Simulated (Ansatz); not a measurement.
An input for the plane-wave PAW code Ansatz:

```yaml
crystal:
  lattice:
    - [3.3046956806, 0.0, 0.0]
    - [0.0, 3.3046956806, 0.0]
    - [0.0, 0.0, 3.3046956806]
  atoms:
    - { symbol: Sc, position: [0.0, 0.0, 0.0] }
    - { symbol: Pt, position: [0.5, 0.5, 0.5] }
basis:
  ecutwfc: 420
  ecutrho_ratio: 4
kpoints:
  mp_grid: { grid: [10, 10, 10] }
hamiltonian:
  xc: pbesol
scf:
  occupations: { method: gaussian, width: 0.05 }
output:
  forces: true
  stress: true
  eigenvalues: true
```

The start was a prototype's sites filled with these elements; the Crystallography Open Database holds the compound in this structure.

Predict the main results.

Pressure -5.5 GPa, gap on the mesh zero (metallic) (PBEsol, scalar-relativistic).

What the program printed, in part:

```
Pseudopotentials: kind: paw
Pseudopotential: Sc, paw, valence charge 11, recommended cutoff 420 eV (normal), Sc.paw.azcp
Pseudopotential: Pt, paw, valence charge 18, recommended cutoff 420 eV (normal), Pt.paw.azcp
Crystal: 2 atoms, lattice volume = 36.091 Å³
Basis set: ecut = 420 eV, 739 PW (Γ), exchange–correlation on 48×48×48 points (8 copies of the dense FFT grid, shifted against one another)
Bands: 19, of which v1, the nominal top of the filled ones, is band 15 counted from 1 (14 counted from 0)
Symmetry: 48 space group operations
Space group: Pm-3m (ITA 221), of the structure as read, at distance tolerance 3.3e-5 Å
k-points: 56 of 1000
Initial density: superposition of atomic densities (neutral atoms: chi_scale 0, normalization atom), corrected by the library's trained network
Initial wavefunctions: pseudopotential atomic-orbital guess
Functional: x = pbesol(κ = 0.804, μ = 0.12346), c = pbesol(β = 0.046)
```

```
SCF iter   1: F=—  HF=-14497.568120 eV  |F-HF|=—  |Δ(HF+E_count)|=         —  Δρ=7.52e-3  dr2=2.33e-2  ethr=1.77e-3  ⟨swp⟩=4.2  Hψ=4178  notcnv=0
SCF iter   2: F=—  HF=-14497.563581 eV  |F-HF|=—  |Δ(HF+E_count)|=   4.54e-3  Δρ=3.81e-3  dr2=6.14e-3  ethr=8.03e-5  ⟨swp⟩=2.0  Hψ=1750  notcnv=0  defer=22
SCF iter   3: F=—  HF=-14497.561926 eV  |F-HF|=—  |Δ(HF+E_count)|=   1.66e-3  Δρ=3.42e-4  dr2=2.93e-5  ethr=2.12e-5  ⟨swp⟩=2.0  Hψ=1606  notcnv=0  defer=22
SCF iter   4: F=—  HF=-14497.561919 eV  |F-HF|=—  |Δ(HF+E_count)|=   6.74e-6  Δρ=2.04e-5  dr2=1.13e-7  ethr=1.01e-7  ⟨swp⟩=2.5  Hψ=1738  notcnv=0  defer=22
SCF iter   5: F=-14497.561919 eV  HF=-14497.561919 eV  |F-HF|=7.99e-10  |Δ(HF+E_count)|=   6.09e-8  Δρ=2.14e-6  dr2=1.44e-9  ethr=3.90e-10  ⟨swp⟩=2.3  Hψ=1779  notcnv=0  defer=22
SCF iter   6: F=-14497.561919 eV  HF=-14497.561919 eV  |F-HF|=4.73e-11  |Δ(HF+E_count)|=  1.62e-10  Δρ=4.48e-7  dr2=5.70e-11  ethr=4.96e-12  ⟨swp⟩=2.4  Hψ=3217  notcnv=0
```

```
SCF 1 converged in 6 iterations: F = -14497.561919 eV  dr2 = 5.70e-11
SCF converged after 6 iterations
Free energy (F): -14497.561919 eV
E sigma→0 (E₀):  -14497.560825 eV
Entropy (-TS):   -0.002189 eV (-1.095 meV/atom)
Fermi energy:    16.425635 eV
--- Per-component energies (eV) ---
  E_band       = -353.003767
  E_kinetic    = 899.824121
  E_local      = -2555.722978  (includes V_loc(G=0)·N_el)
  E_nonlocal   = 284.342456
  E_hartree    = 929.250594
  E_xc         = -364.975934
  E_vxc        = -432.636698  (∫ρ·V_xc dr)
  E_paw        = -10248.047123  (= ΣΔE_a)
  E_vpaw       = -407.311940  (= ΣTr[D̂ρ^β])
  E_aug_tail   = 0.000184  (compensation charges beyond the density's cutoff)
  E_ewald      = -3442.647058
  E_core_change = 0.416006  (= ΣΔE_core)
  E_smearing   = -0.002189  (= −TS)
--- Forces (eV/Å), atoms counted from 1 ---
  atom   1  Sc     0.00000000     0.00000000     0.00000000
  atom   2  Pt     0.00000000     0.00000000     0.00000000
--- Stress (GPa, compression-positive) ---
       -5.493464       0.000000       0.000000
        0.000000      -5.493464       0.000000
        0.000000       0.000000      -5.493464
  P = ⅓ Tr σ = -5.4935 GPa (-54.935 kbar)
--- Band table (eV; the first three rows and the last of 56) ---
  k-point 0: bands = ["-82.1898", "-36.3521", "-36.3521", "-36.3521", "-33.2985", "-11.9147", "-11.9147", "-11.9147", "8.4400", "11.3742", "11.3742", "13.6538", "13.6538", "13.6538", "17.8150", "17.8150", "19.7470", "19.7470", "19.7470"]
  k-point 1: bands = ["-82.1897", "-36.3557", "-36.3519", "-36.3519", "-33.2960", "-11.9359", "-11.9137", "-11.9137", "8.6170", "11.4373", "11.4833", "13.6144", "13.6144", "13.6869", "17.6852", "17.8428", "19.3946", "19.3946", "19.6818"]
  k-point 2: bands = ["-82.1895", "-36.3652", "-36.3512", "-36.3512", "-33.2894", "-11.9909", "-11.9111", "-11.9111", "9.1218", "11.6136", "11.7868", "13.5140", "13.5140", "13.7767", "17.3373", "17.8036", "18.7203", "18.7203", "19.5089"]
  k-point 55: bands = ["-82.1877", "-36.3785", "-36.3785", "-36.3785", "-33.2447", "-12.0798", "-12.0798", "-12.0798", "12.1975", "12.1975", "12.1975", "14.8923", "14.8923", "15.0647", "15.0647", "15.0647", "19.2831", "19.9726", "19.9726"]
```

No spin–orbit coupling, a notable omission for heavy elements.
